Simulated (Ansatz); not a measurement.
# Data sheet: InP (DFT)

InP:
```cif
data_InP
_chemical_formula_sum 'In1 P1'
_space_group_name_H-M_alt 'P 1'
_space_group_IT_number 1
_cell_length_a 3.84733
_cell_length_b 3.84733
_cell_length_c 3.44330
_cell_angle_alpha 90.000
_cell_angle_beta 90.000
_cell_angle_gamma 120.000
loop_
_space_group_symop_operation_xyz
  'x, y, z'
loop_
_atom_site_label
_atom_site_type_symbol
_atom_site_fract_x
_atom_site_fract_y
_atom_site_fract_z
_atom_site_occupancy
In1 In 0.00000 0.00000 0.00000 1
P1 P 0.66667 0.33333 0.50000 1
```

Space group P-6m2 (No. 187); conventional cell a = 3.8473 Å, b = 3.8473 Å, c = 3.4433 Å, α = 90.00°, β = 90.00°, γ = 120.00°.

Method: PBE (plane waves, PAW; program Ansatz). Geometry: relaxed at this level of theory. Other levels are named where they apply.

**Cell and energy**

* **Volume per atom**: 22.07 Å³
* **Density**: 5.48 g/cm³
* **Formation energy from the elements (no fitted shifts)**: 0.16 eV/atom

**Electronic structure**

* **Electronic character**: metallic (no gap)
* **Density of states at the Fermi level**: 0.52 states/eV per atom (mean over ±0.08 eV)

**Mechanics**

- Bulk modulus (Birch–Murnaghan fit): 59.4 GPa
- Pressure derivative B′: 4.9

The cell is a constructed one: a structure type filled with these elements; neither database checked (COD, Materials Project) lists it. It is not the phase usual at ambient conditions (space group No. 216). Symmetry was held in the PBE relaxation; whether a distortion lowers the energy is not shown. The references are the lowest solids computed at this level, not always the standard phases. Scalar-relativistic: spin–orbit coupling is off unless named, which matters more the heavier the elements.

Potentials: the later of the program's two PAW sets.
